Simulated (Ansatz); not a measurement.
Ansatz input file:

```yaml
crystal:
  lattice:
    - [5.5557316927, 0.0, 0.0]
    - [-2.7778658463, 4.8114047825, 0.0]
    - [0.0, 0.0, 20.5362359316]
  atoms:
    - { symbol: Pt, position: [0.3333333333, 0.1666666667, 0.389555322] }
    - { symbol: Pt, position: [0.3333333333, 0.6666666667, 0.389555322] }
    - { symbol: Pt, position: [0.8333333333, 0.1666666667, 0.389555322] }
    - { symbol: Pt, position: [0.8333333333, 0.6666666667, 0.389555322] }
    - { symbol: Pt, position: [0.6666666667, 0.3333333333, 0.5] }
    - { symbol: Pt, position: [0.6666666667, 0.8333333333, 0.5] }
    - { symbol: Pt, position: [0.1666666667, 0.3333333333, 0.5] }
    - { symbol: Pt, position: [0.1666666667, 0.8333333333, 0.5] }
    - { symbol: Pt, position: [0.0, 0.5, 0.610444678] }
    - { symbol: Pt, position: [0.0, 0.0, 0.610444678] }
    - { symbol: Pt, position: [0.5, 0.5, 0.610444678] }
    - { symbol: Pt, position: [0.5, 0.0, 0.610444678] }
basis:
  ecutwfc: 420
kpoints:
  mp_grid: { grid: [4, 4, 1] }
hamiltonian:
  xc: pbe
  dispersion: d3bj
scf:
  occupations: { method: gaussian, width: 0.1 }
output:
  forces: true
  eigenvalues: true
  write_density: true
  write_potential: true
  elf: true
  volumetric_format: npy
relax:
  adjacent_minimum: "off"
  f_tol: 0.03
  max_steps: 70
  constraints: [{ sites: [0, 1, 2, 3] }]
efield:
  axis: 3
  dipole_correction: true
  ramp_width: 0.04
```

Launched with
```bash
ansatz run input.yaml --threads 4 --pin off --max-ram 10240MiB --backend cpu --events-out ev --progress --plain --runs-dir out
```

Computed with Ansatz 0.2.0, DFT PBE+D3(BJ), scalar-relativistic, plane waves, PAW.

From the run's log, abridged:

```
Pseudopotentials: kind: paw
Pseudopotential: Pt, paw, valence charge 18, recommended cutoff 420 eV (normal)
Functional definition: PBE
Crystal: 12 atoms, lattice volume = 548.952 Å³
Basis set: ecut = 420 eV, 10725 PW (Γ), exchange–correlation on 80×80×288 points (8 copies of the dense FFT grid, shifted against one another)
Bands: 130, of which v1, the nominal top of the filled ones, is band 108 counted from 1 (107 counted from 0)
Symmetry: 24 space group operations
k-points: 4 of 16 (time reversal used)
Initial density: superposition of atomic densities (neutral atoms: chi_scale 0, normalization atom), corrected by the library's trained network
Initial wavefunctions: pseudopotential atomic-orbital guess
Functional: x = pbe(κ = 0.804, μ = 0.21951497), c = pbe(β = 0.06672455)
SCF iter   1: F=—  HF=-150277.227896 eV  |F-HF|=—  |Δ(HF+E_count)|=         —  Δρ=7.68e-3  dr2=1.91e-1  ethr=1.77e-3  p=0.000 e·Å  D=9.71e-14 V/Å  ΔV_dip= 0.00 eV  dr2_dipole=5.19e-6  V_vac-E_F(+/−)=5.33/5.33 eV  ⟨swp⟩=7.2  Hψ=2151  notcnv=0  defer=12
efield: sawtooth ramp at fractional position 0.9800 (placed from the atoms, in the widest stretch of the axis that holds none; the zero of the levels goes with the place), width 0.0400; the density the first Hamiltonian is built on has a dipole p = 0.000 e·Å; the dipole correction subtracts the counter field D = 9.71e-14 V/Å, which shifts the + side's vacuum level by  0.00 eV against the − side's; the planar-averaged density in the ramp window peaks in size at 1.2e-5 e/Å³
SCF iter   2: F=—  HF=-150277.269098 eV  |F-HF|=—  |Δ(HF+E_count)|=   4.12e-2  Δρ=6.31e-3  dr2=3.02e-1  ethr=8.84e-5  p=-0.001 e·Å  D=-3.59e-4 V/Å  ΔV_dip=0.01 eV  dr2_dipole=5.01e-5  V_vac-E_F(+/−)=5.83/5.83 eV  ⟨swp⟩=3.5  Hψ=1362  notcnv=0  defer=48
SCF iter   3: F=—  HF=-150277.211376 eV  |F-HF|=—  |Δ(HF+E_count)|=   5.77e-2  Δρ=1.15e-3  dr2=2.80e-2  ethr=8.84e-5  p=0.001 e·Å  D=2.76e-4 V/Å  ΔV_dip=-0.01 eV  dr2_dipole=4.48e-6  V_vac-E_F(+/−)=5.60/5.60 eV  ⟨swp⟩=2.0  Hψ=752  notcnv=0  defer=48
SCF iter   4: F=—  HF=-150277.207559 eV  |F-HF|=—  |Δ(HF+E_count)|=   3.82e-3  Δρ=5.92e-4  dr2=1.12e-3  ethr=1.30e-5  p=-0.001 e·Å  D=-2.10e-4 V/Å  ΔV_dip=0.00 eV  dr2_dipole=6.01e-6  V_vac-E_F(+/−)=5.64/5.64 eV  ⟨swp⟩=2.0  Hψ=703  notcnv=0  defer=48
SCF iter   5: F=—  HF=-150277.207883 eV  |F-HF|=—  |Δ(HF+E_count)|=   3.25e-4  Δρ=1.65e-4  dr2=6.83e-4  ethr=5.18e-7  p=0.000 e·Å  D=9.14e-5 V/Å  ΔV_dip= 0.00 eV  dr2_dipole=2.24e-7  V_vac-E_F(+/−)=5.64/5.64 eV  ⟨swp⟩=3.5  Hψ=1016  notcnv=0  defer=37
SCF iter   6: F=—  HF=-150277.207887 eV  |F-HF|=—  |Δ(HF+E_count)|=   3.48e-6  Δρ=1.00e-4  dr2=2.54e-4  ethr=3.16e-7  p= 0.000 e·Å  D=-9.16e-5 V/Å  ΔV_dip=0.00 eV  dr2_dipole=2.58e-7  V_vac-E_F(+/−)=5.64/5.64 eV  ⟨swp⟩=1.0  Hψ=484  notcnv=0  defer=37
SCF iter   7: F=-150277.207882 eV  HF=-150277.207882 eV  |F-HF|=6.65e-7  |Δ(HF+E_count)|=   4.47e-6  Δρ=3.94e-5  dr2=8.52e-6  ethr=1.04e-8  p=0.000 e·Å  D=3.68e-5 V/Å  ΔV_dip= 0.00 eV  dr2_dipole=3.84e-8  V_vac-E_F(+/−)=5.64/5.65 eV  ⟨swp⟩=21.2  Hψ=5430  notcnv=0
SCF 1 converged in 7 iterations: F = -150277.207882 eV  dr2 = 8.52e-6
relax step   1: F+E_penalty+E_count = -150277.20788175 eV  Δ(F+E_penalty+E_count) = +0.000e0 eV  max|allowed force component| = 2.141e-1 eV/Å  Δτ_max = 0.0000 Å  (7 SCF iters, dr2 threshold 2.25e-5 eV, accepted)
Initial density: handed on by an earlier stage of this run
Initial wavefunctions: those handed on with the density
SCF iter   1: F=—  HF=-150277.278795 eV  |F-HF|=—  |Δ(HF+E_count)|=         —  Δρ=9.75e-3  dr2=2.62e-1  ethr=1.21e-4  p=0.000 e·Å  D=3.50e-5 V/Å  ΔV_dip= 0.00 eV  dr2_dipole=2.59e-3  V_vac-E_F(+/−)=5.71/5.71 eV  ⟨swp⟩=2.0  Hψ=1933  notcnv=0  defer=43
efield: sawtooth ramp at fractional position 0.9800 (handed on by an earlier solve), width 0.0400; the density the first Hamiltonian is built on has a dipole p = 0.000 e·Å; the dipole correction subtracts the counter field D = 3.50e-5 V/Å, which shifts the + side's vacuum level by  0.00 eV against the − side's; the planar-averaged density in the ramp window peaks in size at 2.3e-6 e/Å³
SCF iter   2: F=—  HF=-150277.280775 eV  |F-HF|=—  |Δ(HF+E_count)|=   1.98e-3  Δρ=5.71e-3  dr2=3.55e-1  ethr=1.21e-4  p=0.032 e·Å  D=1.04e-2 V/Å  ΔV_dip=-0.21 eV  dr2_dipole=7.52e-2  V_vac-E_F(+/−)=5.55/5.76 eV  ⟨swp⟩=2.0  Hψ=909  notcnv=0  defer=43
SCF iter   3: F=—  HF=-150277.215630 eV  |F-HF|=—  |Δ(HF+E_count)|=   6.51e-2  Δρ=1.14e-3  dr2=1.96e-2  ethr=1.21e-4  p=-0.005 e·Å  D=-1.67e-3 V/Å  ΔV_dip=0.03 eV  dr2_dipole=2.06e-3  V_vac-E_F(+/−)=5.74/5.70 eV  ⟨swp⟩=2.0  Hψ=784  notcnv=0  defer=43
SCF iter   4: F=—  HF=-150277.215914 eV  |F-HF|=—  |Δ(HF+E_count)|=   2.84e-4  Δρ=6.68e-4  dr2=8.16e-3  ethr=9.06e-6  p=0.005 e·Å  D=1.51e-3 V/Å  ΔV_dip=-0.03 eV  dr2_dipole=9.50e-4  V_vac-E_F(+/−)=5.67/5.70 eV  ⟨swp⟩=2.8  Hψ=825  notcnv=0  defer=43
SCF iter   5: F=—  HF=-150277.214611 eV  |F-HF|=—  |Δ(HF+E_count)|=   1.30e-3  Δρ=2.30e-4  dr2=1.90e-3  ethr=3.78e-6  p=0.002 e·Å  D=7.81e-4 V/Å  ΔV_dip=-0.02 eV  dr2_dipole=5.58e-4  V_vac-E_F(+/−)=5.69/5.71 eV  ⟨swp⟩=2.0  Hψ=692  notcnv=0  defer=43
SCF iter   6: F=—  HF=-150277.215149 eV  |F-HF|=—  |Δ(HF+E_count)|=   5.38e-4  Δρ=8.91e-5  dr2=2.35e-4  ethr=8.81e-7  p=0.001 e·Å  D=2.16e-4 V/Å  ΔV_dip= 0.00 eV  dr2_dipole=8.91e-5  V_vac-E_F(+/−)=5.70/5.70 eV  ⟨swp⟩=2.0  Hψ=702  notcnv=0  defer=47
SCF iter   7: F=—  HF=-150277.215149 eV  |F-HF|=—  |Δ(HF+E_count)|=   5.49e-7  Δρ=3.24e-5  dr2=1.82e-5  ethr=1.09e-7  p= 0.000 e·Å  D=-3.33e-5 V/Å  ΔV_dip=0.00 eV  dr2_dipole=2.92e-6  V_vac-E_F(+/−)=5.70/5.70 eV  ⟨swp⟩=2.0  Hψ=669  notcnv=0  defer=47
SCF iter   8: F=-150277.215150 eV  HF=-150277.215151 eV  |F-HF|=1.39e-6  |Δ(HF+E_count)|=   2.39e-6  Δρ=1.45e-5  dr2=2.08e-6  ethr=1.33e-9  p= 0.000 e·Å  D=-1.12e-6 V/Å  ΔV_dip=0.00 eV  dr2_dipole=2.22e-7  V_vac-E_F(+/−)=5.70/5.70 eV  ⟨swp⟩=19.8  Hψ=5146  notcnv=0
SCF 2 converged in 8 iterations: F = -150277.215150 eV  dr2 = 2.08e-6
relax step   2: F+E_penalty+E_count = -150277.21514990 eV  Δ(F+E_penalty+E_count) = -7.268e-3 eV  max|allowed force component| = 1.768e-1 eV/Å  Δτ_max = 0.1313 Å  (8 SCF iters, dr2 threshold 2.87e-6 eV, accepted)
SCF iter   1: F=—  HF=-150277.256731 eV  |F-HF|=—  |Δ(HF+E_count)|=         —  Δρ=5.18e-3  dr2=1.70e-1  ethr=3.14e-4  p=0.000 e·Å  D=9.09e-7 V/Å  ΔV_dip= 0.00 eV  dr2_dipole=2.86e-2  V_vac-E_F(+/−)=5.67/5.67 eV  ⟨swp⟩=4.2  Hψ=1160  notcnv=0  defer=48
efield: sawtooth ramp at fractional position 0.9800 (handed on by an earlier solve), width 0.0400; the density the first Hamiltonian is built on has a dipole p = 0.000 e·Å; the dipole correction subtracts the counter field D = 9.09e-7 V/Å, which shifts the + side's vacuum level by  0.00 eV against the − side's; the planar-averaged density in the ramp window peaks in size at 6.9e-7 e/Å³
SCF iter   2: F=—  HF=-150277.253424 eV  |F-HF|=—  |Δ(HF+E_count)|=   3.31e-3  Δρ=2.93e-3  dr2=7.22e-2  ethr=7.85e-5  p=-0.012 e·Å  D=-4.11e-3 V/Å  ΔV_dip=0.08 eV  dr2_dipole=2.73e-3  V_vac-E_F(+/−)=5.74/5.66 eV  ⟨swp⟩=2.0  Hψ=982  notcnv=0  defer=48
SCF iter   3: F=—  HF=-150277.238709 eV  |F-HF|=—  |Δ(HF+E_count)|=   1.47e-2  Δρ=1.08e-3  dr2=1.77e-2  ethr=3.34e-5  p=0.011 e·Å  D=3.49e-3 V/Å  ΔV_dip=-0.07 eV  dr2_dipole=9.09e-6  V_vac-E_F(+/−)=5.61/5.68 eV  ⟨swp⟩=2.0  Hψ=786  notcnv=0  defer=48
SCF iter   4: F=—  HF=-150277.236077 eV  |F-HF|=—  |Δ(HF+E_count)|=   2.63e-3  Δρ=3.30e-4  dr2=1.24e-3  ethr=8.20e-6  p=0.002 e·Å  D=6.42e-4 V/Å  ΔV_dip=-0.01 eV  dr2_dipole=1.74e-4  V_vac-E_F(+/−)=5.66/5.68 eV  ⟨swp⟩=2.0  Hψ=704  notcnv=0  defer=48
SCF iter   5: F=—  HF=-150277.236758 eV  |F-HF|=—  |Δ(HF+E_count)|=   6.80e-4  Δρ=8.42e-5  dr2=2.27e-4  ethr=5.72e-7  p=0.001 e·Å  D=2.43e-4 V/Å  ΔV_dip= 0.00 eV  dr2_dipole=3.21e-5  V_vac-E_F(+/−)=5.67/5.67 eV  ⟨swp⟩=2.0  Hψ=706  notcnv=0  defer=48
SCF iter   6: F=—  HF=-150277.236759 eV  |F-HF|=—  |Δ(HF+E_count)|=   1.34e-6  Δρ=5.20e-5  dr2=1.86e-5  ethr=1.05e-7  p=0.000 e·Å  D=4.10e-5 V/Å  ΔV_dip= 0.00 eV  dr2_dipole=3.70e-6  V_vac-E_F(+/−)=5.67/5.67 eV  ⟨swp⟩=2.2  Hψ=661  notcnv=0  defer=48
SCF iter   7: F=—  HF=-150277.236762 eV  |F-HF|=—  |Δ(HF+E_count)|=   2.66e-6  Δρ=1.97e-5  dr2=6.93e-6  ethr=8.59e-9  p=0.000 e·Å  D=1.91e-5 V/Å  ΔV_dip= 0.00 eV  dr2_dipole=1.16e-6  V_vac-E_F(+/−)=5.67/5.67 eV  ⟨swp⟩=2.0  Hψ=714  notcnv=0  defer=48
SCF iter   8: F=-150277.236762 eV  HF=-150277.236762 eV  |F-HF|=2.63e-7  |Δ(HF+E_count)|=   3.86e-7  Δρ=6.63e-6  dr2=4.01e-7  ethr=9.05e-10  p= 0.000 e·Å  D=-1.41e-5 V/Å  ΔV_dip=0.00 eV  dr2_dipole=1.41e-7  V_vac-E_F(+/−)=5.67/5.67 eV  ⟨swp⟩=19.8  Hψ=4771  notcnv=0
SCF iter   9: F=-150277.236762 eV  HF=-150277.236762 eV  |F-HF|=1.64e-8  |Δ(HF+E_count)|=   1.70e-7  Δρ=1.71e-6  dr2=2.53e-8  ethr=1.86e-10  p=0.000 e·Å  D=2.36e-7 V/Å  ΔV_dip= 0.00 eV  dr2_dipole=5.91e-9  V_vac-E_F(+/−)=5.67/5.67 eV  ⟨swp⟩=13.2  Hψ=4016  notcnv=0
SCF iter  10: F=-150277.236762 eV  HF=-150277.236762 eV  |F-HF|=6.69e-9  |Δ(HF+E_count)|=   2.81e-8  Δρ=5.89e-7  dr2=6.13e-9  ethr=1.17e-11  p=0.000 e·Å  D=9.16e-7 V/Å  ΔV_dip= 0.00 eV  dr2_dipole=4.58e-10  V_vac-E_F(+/−)=5.67/5.67 eV  ⟨swp⟩=10.8  Hψ=3473  notcnv=0
SCF 3 converged in 10 iterations: F = -150277.236762 eV  dr2 = 6.13e-9
relax step   3: F+E_penalty+E_count = -150277.23676233 eV  Δ(F+E_penalty+E_count) = -2.161e-2 eV  max|allowed force component| = 1.587e-2 eV/Å  Δτ_max = 0.0671 Å  (10 SCF iters, dr2 threshold 1.95e-6 eV, accepted)
SCF iter   1: F=—  HF=-150277.236767 eV  |F-HF|=—  |Δ(HF+E_count)|=         —  Δρ=6.18e-7  dr2=5.05e-9  ethr=2.27e-12  p=0.000 e·Å  D=9.16e-7 V/Å  ΔV_dip= 0.00 eV  dr2_dipole=7.92e-11  V_vac-E_F(+/−)=5.67/5.67 eV  ⟨swp⟩=2.0  Hψ=1661  notcnv=0
efield: sawtooth ramp at fractional position 0.9800 (handed on by an earlier solve), width 0.0400; the density the first Hamiltonian is built on has a dipole p = 0.000 e·Å; the dipole correction subtracts the counter field D = 9.16e-7 V/Å, which shifts the + side's vacuum level by  0.00 eV against the − side's; the planar-averaged density in the ramp window peaks in size at 6.1e-7 e/Å³
SCF iter   2: F=-150277.236762 eV  HF=-150277.236762 eV  |F-HF|=1.60e-9  |Δ(HF+E_count)|=   4.95e-6  Δρ=3.92e-7  dr2=2.00e-9  ethr=2.27e-12  p=0.000 e·Å  D=2.51e-9 V/Å  ΔV_dip= 0.00 eV  dr2_dipole=6.06e-10  V_vac-E_F(+/−)=5.67/5.67 eV  ⟨swp⟩=11.0  Hψ=3492  notcnv=0
SCF 4 converged in 2 iterations: F = -150277.236762 eV  dr2 = 2.00e-9
relax step   4: F+E_penalty+E_count = -150277.23676233 eV  Δ(F+E_penalty+E_count) = -3.522e-9 eV  max|allowed force component| = 1.589e-2 eV/Å  Δτ_max = 0.0000 Å  (2 SCF iters, accepted)
SCF converged after 2 iterations
Free energy (F): -150277.236762 eV
Harris-Foulkes:  -150277.236762 eV  (|F-HF|=1.60e-9)
Internal energy: -150277.116952 eV  (E = F + TS)
E sigma→0 (E₀):  -150277.176857 eV
Entropy (-TS):   -0.119810 eV (-9.984 meV/atom)
Fermi energy:    3.852144 eV
Dipole field:    D = 0.000020 V/Å  (p = 0.000061 e·Å, saw-weighted, corrected)
Work function:   Φ+ = 5.6737 eV   Φ− = 5.6741 eV
Levels:          The Fermi level and band energies are counted from a zero that moves with the ramp; work functions are not
--- Per-component energies (eV) ---
  E_band       = -5653.461753
  E_kinetic    = 7636.190930
  E_local      = -265603.655256  (includes V_loc(G=0)·N_el)
  E_nonlocal   = 2402.779381
  E_hartree    = 128496.484234
  E_xc         = -3130.136343
  E_vxc        = -3618.273470  (∫ρ·V_xc dr)
  E_paw        = -113448.855681  (= ΣΔE_a)
  E_vpaw       = -3463.476627  (= ΣTr[D̂ρ^β])
  E_aug_tail   = 0.002431  (compensation charges beyond the density's cutoff)
  E_efield     = 0.000000  (sawtooth field / dipole correction)
  E_vefield    = -0.000139  (∫n·V_field dr)
  E_ewald      = 93376.204569
  E_disp       = -6.131216  (pairwise vdW)
  E_smearing   = -0.119810  (= −TS)
--- Forces (eV/Å), atoms counted from 1 ---
  atom   1  Pt     0.00000000     0.00000000    -0.01260919
  atom   2  Pt     0.00000000     0.00000000    -0.01260919
  atom   3  Pt     0.00000000     0.00000000    -0.01260919
  atom   4  Pt     0.00000000     0.00000000    -0.01260919
  atom   5  Pt     0.00000000     0.00000000    -0.00327338
  atom   6  Pt     0.00000000     0.00000000    -0.00327338
  atom   7  Pt     0.00000000     0.00000000    -0.00327338
  atom   8  Pt     0.00000000     0.00000000    -0.00327338
  atom   9  Pt     0.00000000     0.00000000     0.01588938
  atom  10  Pt     0.00000000     0.00000000     0.01588938
  atom  11  Pt     0.00000000     0.00000000     0.01588938
  atom  12  Pt     0.00000000     0.00000000     0.01588938
--- Band table (eV) ---
  k-point 0: bands = ["-94.4768", "-94.4549", "-94.4549", "-94.4549", "-94.1085", "-94.1080", "-94.0868", "-94.0868", "-94.0868", "-94.0863", "-94.0863", "-94.0863", "-48.8931", "-48.8931", "-48.8931", "-48.7413", "-48.7241", "-48.7241", "-48.7241", "-48.6235", "-48.6235", "-48.6235", "-48.6207", "-48.6207", "-48.6207", "-48.5596", "-48.5596", "-48.5596", "-48.5332", "-48.5332", "-48.3565", "-48.3565", "-48.3565", "-48.3522", "-48.3522", "-48.3522", "-48.2689", "-48.2689", "-48.2672", "-48.2672", "-48.0982", "-48.0617", "-48.0530", "-48.0530", "-48.0530", "-48.0410", "-48.0410", "-48.0410", "-5.2163", "-3.5325", "-3.0154", "-2.5637", "-2.5637", "-2.5637", "-2.3611", "-2.3611", "-2.3611", "-1 ...
  k-point 1: bands = ["-94.4736", "-94.4581", "-94.4549", "-94.4549", "-94.1053", "-94.1048", "-94.0899", "-94.0895", "-94.0868", "-94.0868", "-94.0863", "-94.0863", "-48.8653", "-48.8653", "-48.8417", "-48.7326", "-48.7133", "-48.7131", "-48.7131", "-48.6536", "-48.6536", "-48.6103", "-48.5921", "-48.5921", "-48.5875", "-48.5699", "-48.5465", "-48.5457", "-48.5457", "-48.5315", "-48.3822", "-48.3822", "-48.3808", "-48.3808", "-48.3438", "-48.3399", "-48.3202", "-48.3186", "-48.2818", "-48.2797", "-48.0896", "-48.0595", "-48.0565", "-48.0509", "-48.0509", "-48.0464", "-48.0425", "-48.0425", "-4.6814", "-2.9964", "-2.6100", "-2.5067", "-2.1911", "-2.1598", "-2.1598", "-1.9878", "-1.9878", "-1 ...
  k-point 2: bands = ["-94.4659", "-94.4659", "-94.4549", "-94.4549", "-94.0976", "-94.0976", "-94.0972", "-94.0972", "-94.0868", "-94.0868", "-94.0863", "-94.0863", "-48.8263", "-48.8263", "-48.7160", "-48.7160", "-48.7154", "-48.7154", "-48.7043", "-48.7043", "-48.6919", "-48.6919", "-48.5785", "-48.5785", "-48.5551", "-48.5551", "-48.5209", "-48.5209", "-48.4459", "-48.4459", "-48.4339", "-48.4339", "-48.4220", "-48.4220", "-48.4153", "-48.4153", "-48.3129", "-48.3129", "-48.3098", "-48.3098", "-48.0709", "-48.0709", "-48.0542", "-48.0542", "-48.0467", "-48.0467", "-48.0461", "-48.0461", "-3.4089", "-3.4089", "-2.0756", "-2.0756", "-1.6342", "-1.6342", "-1.5808", "-1.5808", "-1.5125", "-1 ...
  k-point 3: bands = ["-94.4681", "-94.4604", "-94.4604", "-94.4527", "-94.0999", "-94.0994", "-94.0922", "-94.0922", "-94.0917", "-94.0917", "-94.0845", "-94.0841", "-48.8301", "-48.7864", "-48.7864", "-48.7361", "-48.7194", "-48.7079", "-48.7079", "-48.6989", "-48.6726", "-48.6215", "-48.6215", "-48.5757", "-48.5570", "-48.5285", "-48.5156", "-48.5156", "-48.4908", "-48.4908", "-48.4629", "-48.4511", "-48.4038", "-48.3951", "-48.3521", "-48.3521", "-48.3501", "-48.3501", "-48.3089", "-48.3076", "-48.0759", "-48.0587", "-48.0587", "-48.0559", "-48.0502", "-48.0502", "-48.0448", "-48.0414", "-3.7346", "-2.4987", "-2.4987", "-2.1322", "-1.7143", "-1.7143", "-1.6729", "-1.4516", "-1.3432", "-1 ...
--- Relaxed structure (4 steps of the walk, 4 accepted, 0 SCFs on fresh bases) ---
  F+E_penalty+E_count = -150277.23676233 eV   max|allowed force component| = 1.589e-2 eV/Å
  atoms:
    - { symbol: Pt, position: [0.33333333, 0.16666666, 0.38955532] }
    - { symbol: Pt, position: [0.33333333, 0.66666666, 0.38955532] }
    - { symbol: Pt, position: [0.83333333, 0.16666666, 0.38955532] }
    - { symbol: Pt, position: [0.83333333, 0.66666666, 0.38955532] }
    - { symbol: Pt, position: [0.66666666, 0.33333333, 0.50157533] }
    - { symbol: Pt, position: [0.66666666, 0.83333333, 0.50157533] }
    - { symbol: Pt, position: [0.16666666, 0.33333333, 0.50157533] }
    - { symbol: Pt, position: [0.16666666, 0.83333333, 0.50157533] }
    - { symbol: Pt, position: [0.0, 0.49999999, 0.61357072] }
    - { symbol: Pt, position: [0.0, 0.0, 0.61357072] }
    - { symbol: Pt, position: [0.49999999, 0.49999999, 0.61357072] }
    - { symbol: Pt, position: [0.49999999, 0.0, 0.61357072] }
```

The relaxation met its thresholds.

The run took 22 s on 4 threads of Intel(R) Xeon(R) 6975P-C (Granite Rapids), on a shared host, peak memory 1.4 GiB.

Spin–orbit coupling is left out, which can shift energies with elements as heavy as these.